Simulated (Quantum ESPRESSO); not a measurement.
## Mg4Rh2TiHf (input and log of a self-consistent run)

Simulated, not a measurement. The program is pw.x of Quantum ESPRESSO 7.5 (plane-wave density functional theory). The cell is made up: eight metal atoms on a face-centred cubic lattice, with elements, volume, strain and displacements drawn at random and not relaxed, so it may be unstable or far from any real phase. PseudoDojo standard norm-conserving files set the functional (PBE unless stated); there is no spin polarisation or spin-orbit coupling, the Fermi-Dirac width of 0.25 eV means electrons at about 2900 K, and the masses in the input are unused placeholders. Heavy elements are run without spin-orbit coupling, which real alloys of them have. A spin test at this wide smearing found no moment, but such smearing suppresses magnetism that the real alloy may have.

Input:

```
&control calculation='scf', pseudo_dir='./dojo.nc.sr.pbe.v0_5.standard.upf', outdir='./o', disk_io='minimal', tprnfor=.true., tstress=.true. /
&system ibrav=0, nat=8, ntyp=4, nbnd=62, ecutwfc=87.97787729, nosym=.true., tot_charge=0,
 occupations='smearing', smearing='fd', degauss=0.0183746611
/
&electrons conv_thr=1.470e-08, electron_maxstep=70, mixing_beta=0.5 /
ATOMIC_SPECIES
Hf 1.0 Hf.upf
Mg 1.0 Mg.upf
Rh 1.0 Rh.upf
Ti 1.0 Ti.upf
CELL_PARAMETERS angstrom
0.0 2.0917 2.0917
-4.1833 4.1833 -4.1833
-4.1833 -4.1833 4.1833
ATOMIC_POSITIONS angstrom
Mg -0.0185 -0.0089 0.0556
Rh -4.1583 -2.1075 2.0733
Ti -4.2124 0.0439 0.0123
Rh -4.1686 2.019 -2.1756
Mg -2.0589 0.022 2.1149
Mg -2.1359 2.0778 0.0084
Hf -6.2955 -0.0105 2.0232
Mg -6.3004 2.0258 -0.0239
K_POINTS automatic
8 4 4 1 1 1
```

The log is shortened where brackets say so; the opening notice, blank lines, dates and the lines on written files are dropped, and the path of the files is cut. It prints rydbergs, bohrs and kilobars, and counts compression as positive stress. Its total energy is the free energy E - TS of the whole cell.

```
     Program PWSCF v.7.5
     Parallel version (MPI & OpenMP), running on       4 processor cores
     Number of MPI processes:                 4
     Threads/MPI process:                     1
     [start-up lines left out]
     bravais-lattice index     =            0
     lattice parameter (alat)  =       5.5900  a.u.
     unit-cell volume          =     988.0843 (a.u.)^3
     number of atoms/cell      =            8
     number of atomic types    =            4
     number of electrons       =        98.00
     number of Kohn-Sham states=           62
     kinetic-energy cutoff     =      87.9779  Ry
     charge density cutoff     =     351.9115  Ry
     scf convergence threshold =      1.5E-08
     mixing beta               =       0.5000
     number of iterations used =            8  plain     mixing
     Exchange-correlation= PBE
                           (   1   4   3   4   0   0   0)
     [axes and pseudopotential details left out]
   Cartesian axes
     site n.     atom                  positions (alat units)
         1        Mg     tau(   1) = (  -0.0062540  -0.0030087   0.0187958  )
         2        Rh     tau(   2) = (  -1.4057284  -0.7124480   0.7008866  )
         3        Ti     tau(   3) = (  -1.4240171   0.0148406   0.0041581  )
         4        Rh     tau(   4) = (  -1.4092104   0.6825303  -0.7354695  )
         5        Mg     tau(   5) = (  -0.6960186   0.0074372   0.7149496  )
         6        Mg     tau(   6) = (  -0.7220488   0.7024078   0.0028397  )
         7        Hf     tau(   7) = (  -2.1282166  -0.0035496   0.6839501  )
         8        Mg     tau(   8) = (  -2.1298731   0.6848290  -0.0080795  )
     number of k points=    64  Fermi-Dirac smearing, width (Ry)=  0.0184
                       cart. coord. in units 2pi/alat
        k(    1) = (  -0.0883905   0.0441942   0.0441942), wk =   0.0312500
        k(    2) = (  -0.1767809  -0.0000011   0.0883894), wk =   0.0312500
     [further k points left out]
     Dense  grid:   110129 G-vectors     FFT dimensions: (  36,  81,  81)
     Estimated max dynamical RAM per process >     385.70 MB
     Estimated total dynamical RAM >       1.43 GB
     Initial potential from superposition of free atoms
     starting charge      97.9921, renormalised to      98.0000
     Starting wfcs are   60 randomized atomic wfcs +    2 random wfcs
     total cpu time spent up to now is        4.4 secs
     per-process dynamical memory:   298.8 Mb
     Self-consistent Calculation
     iteration #  1     ecut=    87.98 Ry     beta= 0.50
     Davidson diagonalization with overlap
     ethr =  1.00E-02,  avg # of iterations =  3.1
     total cpu time spent up to now is       17.2 secs
     total energy              =   -1175.05662079 Ry
     estimated scf accuracy    <       1.52124159 Ry
     iteration #  2     ecut=    87.98 Ry     beta= 0.50
     Davidson diagonalization with overlap
     ethr =  1.55E-03,  avg # of iterations =  5.9
     total cpu time spent up to now is       31.5 secs
     total energy              =   -1175.15102564 Ry
     estimated scf accuracy    <      14.73296943 Ry
     iteration #  3     ecut=    87.98 Ry     beta= 0.50
     Davidson diagonalization with overlap
     ethr =  1.55E-03,  avg # of iterations =  6.0
     total cpu time spent up to now is       46.3 secs
     total energy              =   -1175.96047211 Ry
     estimated scf accuracy    <       0.80771378 Ry
     iteration #  4     ecut=    87.98 Ry     beta= 0.50
     Davidson diagonalization with overlap
     ethr =  8.24E-04,  avg # of iterations =  1.3
     total cpu time spent up to now is       55.9 secs
     total energy              =   -1175.94669149 Ry
     estimated scf accuracy    <       0.19288070 Ry
     iteration #  5     ecut=    87.98 Ry     beta= 0.50
     Davidson diagonalization with overlap
     ethr =  1.97E-04,  avg # of iterations =  2.7
     total cpu time spent up to now is       66.6 secs
     total energy              =   -1175.96295248 Ry
     estimated scf accuracy    <       0.07552913 Ry
     [iterations 6 to 10 left out]
     iteration # 11     ecut=    87.98 Ry     beta= 0.50
     Davidson diagonalization with overlap
     ethr =  2.25E-07,  avg # of iterations =  2.0
     total cpu time spent up to now is      130.0 secs
     total energy              =   -1175.97346717 Ry
     estimated scf accuracy    <       0.00001948 Ry
     iteration # 12     ecut=    87.98 Ry     beta= 0.50
     Davidson diagonalization with overlap
     ethr =  1.99E-08,  avg # of iterations =  2.6
     total cpu time spent up to now is      140.8 secs
     total energy              =   -1175.97346971 Ry
     estimated scf accuracy    <       0.00000745 Ry
     iteration # 13     ecut=    87.98 Ry     beta= 0.50
     Davidson diagonalization with overlap
     ethr =  7.60E-09,  avg # of iterations =  1.3
     total cpu time spent up to now is      150.3 secs
     total energy              =   -1175.97347010 Ry
     estimated scf accuracy    <       0.00000048 Ry
     iteration # 14     ecut=    87.98 Ry     beta= 0.50
     Davidson diagonalization with overlap
     ethr =  4.89E-10,  avg # of iterations =  2.1
     total cpu time spent up to now is      160.6 secs
     total energy              =   -1175.97347014 Ry
     estimated scf accuracy    <       0.00000003 Ry
     iteration # 15     ecut=    87.98 Ry     beta= 0.50
     Davidson diagonalization with overlap
     ethr =  3.28E-11,  avg # of iterations =  3.5
     total cpu time spent up to now is      173.0 secs
     End of self-consistent calculation
     [lines on levels left out]
!    total energy              =   -1175.97347014 Ry
     estimated scf accuracy    <       0.00000001 Ry
     smearing contrib. (-TS)   =      -0.09790116 Ry
     internal energy E=F+TS    =   -1175.87556898 Ry
     The total energy is F=E-TS. E is the sum of the following terms:
     one-electron contribution =    -591.43062959 Ry
     hartree contribution      =     311.81167432 Ry
     xc contribution           =    -185.16073321 Ry
     ewald contribution        =    -711.09588050 Ry
     convergence has been achieved in  15 iterations
     Forces acting on atoms (cartesian axes, Ry/au):
     atom    1 type  2   force =    -0.01568541    0.01108957   -0.02186396
     atom    2 type  3   force =    -0.01993482    0.02140327   -0.02084256
     atom    3 type  4   force =    -0.00535345   -0.01239808   -0.00490729
     atom    4 type  3   force =     0.01189210   -0.00118393    0.00767721
     atom    5 type  2   force =    -0.01297960   -0.03561693    0.03178149
     atom    6 type  2   force =     0.00594815    0.02826150   -0.02672742
     atom    7 type  1   force =     0.03340175   -0.05360957    0.06935758
     atom    8 type  2   force =     0.00271129    0.04205418   -0.03447505
     Total force =     0.135297     Total SCF correction =     0.000470
     Computing stress (Cartesian axis) and pressure
          total   stress  (Ry/bohr**3)                   (kbar)     P=       -8.56
  -0.00014270  -0.00004283   0.00004838          -20.99       -6.30        7.12
  -0.00004283  -0.00002998   0.00018088           -6.30       -4.41       26.61
   0.00004838   0.00018088  -0.00000186            7.12       26.61       -0.27
     init_run     :      3.95s CPU      4.18s WALL (       1 calls)
     electrons    :    167.21s CPU    168.61s WALL (       1 calls)
     forces       :      1.71s CPU      1.72s WALL (       1 calls)
     stress       :      6.00s CPU      6.02s WALL (       1 calls)
     [timing details left out]
     PWSCF        :   2m59.09s CPU   3m 0.77s WALL
     JOB DONE.
```

In other units: free energy -15999.934 eV for the cell, pressure -0.86 GPa, largest force component 1.783 eV/Å in size. The run took 183 s of wall time with four MPI processes on a shared machine (Intel Xeon, 2023 or later, virtual cores), so the time is rough. A rerun of this cell at a higher cutoff and on a denser mesh moved values by no more than 0.003 eV in energy, 0.05 GPa in stress and 0.008 eV/Å in force, and a second program with other atomic files agreed on that cell to 2 % rms in force and 0.5 GPa in pressure.